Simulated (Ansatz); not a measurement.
Values for one crystal, relaxed and computed with the program Ansatz at the r²SCAN level (PAW); other levels are named.

```yaml
volume_per_atom: 14.12 Å³
band_gap: 2.93 eV (smallest direct gap 2.95 eV)
valence_band_maximum: on the B–Γ line, 25 % of the way from B (k = 0.000, 0.000, 0.375)
conduction_band_minimum: at Γ
Formation energy from the elements (no fitted shifts): -1.61 eV/atom
```

### Question
Which compound is it?
(A) TiSe2O6, P2_1/c (Pearson symbol mP18)
(B) ZnO, wurtzite
(C) K2TeOF4, Cmcm (Pearson symbol oS32)
(D) CuTe2I, P2_1/c (Cu on 4e, Te on 4e, Te on 4e, I on 4e)

### Answer
A, TiSe2O6, P2_1/c (Pearson symbol mP18)

The workflow started from a Materials Project entry (that database holds measured and hypothetical structures alike); the Crystallography Open Database files this formula in space group No. 14, but the cells were not matched. Whether it is the stable phase at ambient conditions was not checked. The cell was relaxed with r²SCAN under the symmetry of its start; whether a distortion lowers the energy is not shown. No spin polarisation was allowed. The references are the lowest solids computed at this level, not always the standard phases (solids in place of the gases). Scalar-relativistic: spin–orbit coupling is off unless named, which matters more the heavier the elements.

Potentials: the later of the program's two PAW sets.
